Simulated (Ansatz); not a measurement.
Sn$_{4}$Pt (space group Ccce)

```
Sn4Pt
1.0
    3.21219    -5.70322     0.00000
    3.21219     5.70322     0.00000
    0.00000     0.00000     6.40893
Sn Pt
8 2
Cartesian
  5.35775  -1.43883   1.06815
  1.06662   1.43883   1.06815
  5.35775   1.43883   5.34078
  1.06662  -1.43883   5.34078
  4.27881   1.43883   2.13631
  2.14556  -1.43883   2.13631
  4.27881  -1.43883   4.27261
  2.14556   1.43883   4.27261
  3.21219   0.00000   0.00000
  0.00000   0.00000   3.20446
```

The slice is a (010) plane (indices of the conventional cell) through the point (0.292, 0.040, 0.833) (fractional), spanned by u = [001] and v = [110] in vectors of this cell: u (6.41 Å) and v (6.42 Å, at 90° to u). It covers one period; positions are fractions (u, v).

The numbers are results of PBEsol (plane waves to 420 eV, PAW, scalar-relativistic; Ansatz, a first-principles code), not measurements. k mesh 9×9×8. Inside the PAW spheres the values are not all-electron values, and peaks at nuclei hang on which shells count as valence. Sn4Pt is run without spin polarisation. Sn4Pt was relaxed with its symmetry unable to fall. Spin-orbit coupling is left out, though Pt is heavy.

**Question.** Predict the map of the electrostatic potential energy of an electron, from the cell's mean on the slice.

**Answer.** 
```tsv
v \ u	0.00	0.10	0.20	0.30	0.40	0.50	0.60	0.70	0.80	0.90
0.90	x	x	2.8	4.0	4.0	5.3	5.7	5.8	3.5	x
0.75	4.6	4.2	<-3.0	x	x	-1.2	5.6	5.6	5.1	4.5
0.60	-0.1	4.1	x	x	x	-3.0	4.5	<-3.0	x	x
0.45	<-3.0	5.6	5.1	3.3	3.4	5.0	4.1	x	x	x
0.30	5.2	5.8	5.6	4.5	<-3.0	x	<-3.0	2.9	1.3	2.1
0.15	x	-2.5	4.8	1.1	x	x	x	0.9	4.4	-3.0
0.00	x	x	0.9	4.8	0.1	<-3.0	0.5	5.2	1.1	x
```

Values: electrostatic potential energy of an electron, from the cell's mean, in eV. Points within 1 Å of a nucleus are blanked (x), as the pseudised field means little there. Values under -3 eV are set to -3. The zero, the cell's mean, hangs on the PAW cores.
